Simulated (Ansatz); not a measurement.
## WSe$_{2}$: do energies and stresses tell the same story?

These are results of DFT PBEsol, scalar-relativistic, plane waves, PAW in Ansatz, not measurements.

Plane waves to 420 eV, a k mesh through Γ of 12×12×2 on the computed 6-atom cell and Gaussian smearing (0.02 eV); no spin polarisation.

Relaxed cell: P-3m1, a = 3.271 Å, b = 3.271 Å, c = 23.983 Å, α = 90.00°, β = 90.00°, γ = 120.00°, 6 atoms in the primitive cell. This form isn't the usual stable structure of the compound.

Energies at zero smearing and pressures from the stress tensor, at volumes with shape and atoms relaxed:
| V (Å³/atom) | E − E(first) (meV/atom) | P (GPa) |
| --- | --- | --- |
| 34.808 | 0.00 | 0.005 |
| 35.919 | 0.00 | 0.003 |
| 37.030 | 0.00 | 0.015 |
| 38.141 | 0.00 | -0.003 |
| 39.251 | 0.00 | -0.002 |

Check P = −dE/dV between neighbouring volumes, and get the bulk modulus from the pressures alone.

With 1 eV/Å³ = 160.2 GPa:
```tsv
middle V (Å³/atom)	−ΔE/ΔV (GPa)	mean P (GPa)
35.363	0.000	0.004
36.474	0.000	0.009
37.585	0.000	0.006
38.696	0.000	-0.002
```

The two differ by 0.009 GPa at most. The mean of two end pressures misses the average over a step by about ΔV² P″/12, up to 0.006 GPa here; with that taken off 0.011 GPa remains, from the finite cutoff, the mesh or the relaxation's tolerance. Around V = 35.919 Å³/atom, the two neighbours give B = −V ΔP/ΔV = 35.919 × -0.010 / 2.222 = -0.2 GPa, against B0 = 0.0 GPa from the Birch–Murnaghan fit of the energies, which describes these points poorly (B0' = 24.1).

Spin–orbit coupling is left out, which can shift energies with elements as heavy as these. The cell holds layers, and where no dispersion correction was added their binding is poorly described.